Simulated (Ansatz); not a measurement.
CdS (wurtzite): G0W0 against its settings

CdS built on the wurtzite prototype, relaxed with r2SCAN; one-shot G0W0 in Ansatz without spin-orbit coupling. Calculated for a static, non-magnetic cell.

```cif
data_structure
_symmetry_space_group_name_H-M 'P6_3mc'
_symmetry_Int_Tables_number 186
_cell_length_a 4.1646
_cell_length_b 4.1646
_cell_length_c 6.7660
_cell_angle_alpha 90.000
_cell_angle_beta 90.000
_cell_angle_gamma 120.000
_cell_volume 101.63
loop_
_atom_site_label
_atom_site_type_symbol
_atom_site_symmetry_multiplicity
_atom_site_Wyckoff_symbol
_atom_site_fract_x
_atom_site_fract_y
_atom_site_fract_z
_atom_site_occupancy
Cd1 Cd 2 b 0.33333 0.66667 0.99904 1
S1 S 2 b 0.33333 0.66667 0.37596 1
```

Gaps are read over the mesh points alone. G0W0 values are finite-basis, finite-mesh values.
```
 start       potentials      frequency model   mesh  empty bands  screening cutoff (eV)  Kohn-Sham gap (eV)  G0W0 gap (eV)
   PBE              PAW  contour deformation  6×6×2          230                    100                1.17           1.90
   PBE              PAW  contour deformation  6×6×2          557                    180                1.17           1.95
   PBE              PAW  contour deformation  6×6×2         1081                    260                1.17           1.97
 HSE06              PAW  contour deformation  6×6×2          557                    180                2.19           2.56
r2SCAN              PAW  contour deformation  6×6×2          557                    180                1.63           2.27
  PBE0              PAW  contour deformation  6×6×2          557                    180                2.84           2.76
   PBE              PAW     Godby-Needs pole  6×6×2          557                    180                1.17           1.97
   PBE              PAW  contour deformation  6×6×4          165                     80                1.17           1.91
   PBE  norm-conserving  contour deformation  6×6×2          557                    180                1.17           1.96
```

The quasiparticle gap on this mesh is 1.97 eV (direct at Γ), against 1.17 eV from PBE: +0.80 eV. Renormalisation factors Z lie between 0.73 and 0.78.

Raising bands and cutoff together moves the gap by +0.05 eV (100 to 180 eV), then +0.02 eV (180 to 260 eV); the last step is small, which bounds nothing strictly. Starting from HSE06 (2.19 eV against PBE's 1.17 eV) gives 2.56 eV, +0.61 eV from G0W0@PBE at the same screening cutoff. Starting from r2SCAN (1.63 eV against PBE's 1.17 eV) gives 2.27 eV, +0.32 eV from G0W0@PBE at the same screening cutoff. Starting from PBE0 (2.84 eV against PBE's 1.17 eV) gives 2.76 eV, +0.81 eV from G0W0@PBE at the same screening cutoff. The Godby-Needs plasmon pole differs from contour deformation by +0.02 eV. Norm-conserving potentials (wave cutoff 1071 eV against 420 eV) shift the quasiparticle gap by +0.01 eV and the PBE gap by 0.00 eV. r2SCAN runs take a wave cutoff of 500 eV.

The program warns that the k mesh is coarse for exact exchange in some of these runs, so their gaps aren't converged.

With a shallow d shell on the cation, G0W0 converges slowly in bands and cutoff, so these values are in doubt.
